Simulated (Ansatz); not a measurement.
ScPtN$_{2}$:
```cif
data_N2PtSc
_chemical_formula_sum 'Sc1 Pt1 N2'
_space_group_name_H-M_alt 'P 1'
_space_group_IT_number 1
_cell_length_a 6.25849
_cell_length_b 6.25849
_cell_length_c 6.25849
_cell_angle_alpha 30.017
_cell_angle_beta 30.017
_cell_angle_gamma 30.017
loop_
_space_group_symop_operation_xyz
  'x, y, z'
loop_
_atom_site_label
_atom_site_type_symbol
_atom_site_fract_x
_atom_site_fract_y
_atom_site_fract_z
_atom_site_occupancy
Sc1 Sc 0.50000 0.50000 0.50000 1
Pt1 Pt 0.00000 0.00000 0.00000 1
N1 N 0.89549 0.89549 0.89549 1
N2 N 0.10451 0.10451 0.10451 1
```

Relaxed with r²SCAN.

**Question.** Tabulate the valence density and the electron localisation function along the shortest Sc–N contact (2.18 Å), the program Ansatz at the r²SCAN level (PAW).

**Answer.** 

```csv
distance from Sc (Å),density (e/Å³),ELF
0.22,8.09,0.15
0.33,7.08,0.39
0.44,5.63,0.60
0.54,4.00,0.71
0.65,2.51,0.72
0.76,1.41,0.62
0.87,0.78,0.38
0.98,0.52,0.20
1.09,0.46,0.20
1.20,0.51,0.39
1.31,0.67,0.67
1.42,0.95,0.81
1.52,1.37,0.84
1.63,2.02,0.81
1.74,2.78,0.71
1.85,3.33,0.51
1.96,3.48,0.24
```

The density is the valence pseudo-density with augmentation charge, so density and ELF within about 1 Å of a nucleus are not all-electron values.

Space group R-3m. The start of the workflow was typed in or built on a structure type; neither database checked (COD, Materials Project) lists it. Whether it is the stable phase at ambient conditions was not checked. Symmetry was held in the r²SCAN relaxation; its stability against distortions is not shown here. No spin polarisation was allowed. Spin–orbit coupling is left out wherever it is not named.

Potentials: the earlier of the program's two PAW sets. The files were generated under PBE; for other functionals the program regenerates the frozen cores, and for LDA and PBEsol the local potential too.
